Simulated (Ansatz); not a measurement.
ZrO₂ (fluorite, Fm-3m) under volume change, PBEsol (plane waves, PAW; program Ansatz), scaled uniformly.

| V (Å³/atom) | E − E(relaxed) (meV/atom) | P (GPa) |
|---|---|---|
| 9.848 | 82.2 | 29.29 |
| 10.173 | 34.6 | 17.96 |
| 10.497 | 8.2 | 8.28 |
| 10.822 | 0.0 | 0.01 |
| 11.147 | 7.3 | -7.07 |
| 11.471 | 28.0 | -13.12 |
| 11.796 | 60.0 | -18.30 |

Q: What does a third-order Birch–Murnaghan fit give for V₀, B₀ and B′?

A: V₀ = 10.82 Å³/atom, B₀ = 255 GPa, B′ = 4.2.

This is a known high-temperature phase of the composition, computed here at zero pressure and temperature. The cell was relaxed with PBEsol under the symmetry of its start; its stability against distortions is not shown here. The run is not spin-polarised.

Potentials: the later of the program's two PAW sets.
